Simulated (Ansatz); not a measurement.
Zn$_{2}$SeS:
```
CELL_PARAMETERS angstrom
      1.95384     1.12805     6.38688
     -1.95384     1.12805     6.38688
      0.00000    -2.25610     6.38688
ATOMIC_POSITIONS crystal
  Zn 0.00377 0.00377 0.00377
  Zn 0.49638 0.49638 0.49638
  Se 0.62444 0.62444 0.62444
  S  0.12538 0.12538 0.12538
```

Relaxed with r²SCAN. Special points in fractions of this cell's reciprocal vectors: Γ (0.000, 0.000, 0.000); T (0.500, 0.500, 0.500); H2 (0.813, 0.187, 0.500); H0 (0.500, -0.187, 0.187); L (0.500, 0.000, 0.000); S0 (0.344, -0.344, 0.000); S2 (0.656, 0.000, 0.344); F (0.500, 0.000, 0.500).

Q: List the band energies nearest the valence-band maximum at these points for r²SCAN in the plane-wave PAW code Ansatz.

A: In eV from the valence-band maximum; about four levels below and three above (degenerate sets whole), none deeper than 8.9 eV; points with the same levels are listed once.

```json
[
 {"k": "Γ", "below": "-1.21 -1.21 -0.20 0.00 0.00", "above": "2.04 3.35 6.38 6.38"},
 {"k": "T", "below": "-1.05 -1.05 -0.24 -0.24", "above": "3.20 3.77 6.77"},
 {"k": "H2", "below": "-3.35 -2.96 -2.02 -1.72", "above": "4.50 4.56 6.09"},
 {"k": "L", "below": "-2.78 -2.52 -2.14 -1.46", "above": "4.07 4.51 5.94"},
 {"k": "S0", "below": "-3.50 -2.90 -2.07 -1.73", "above": "4.29 5.25 5.84"},
 {"k": "F", "below": "-2.52 -2.46 -1.05 -0.97", "above": "3.21 3.37 4.00"}
]
```

Space group R3m. The first step of the workflow began from a Materials Project structure, measured or hypothetical; the Crystallography Open Database copy checked does not list it. Whether it is the stable phase at ambient conditions was not checked. The r²SCAN relaxation kept the symmetry of its start; its stability against distortions is not shown here. Scalar-relativistic: spin–orbit coupling is off unless named, which matters more the heavier the elements.

Potentials: the later of the program's two PAW sets.
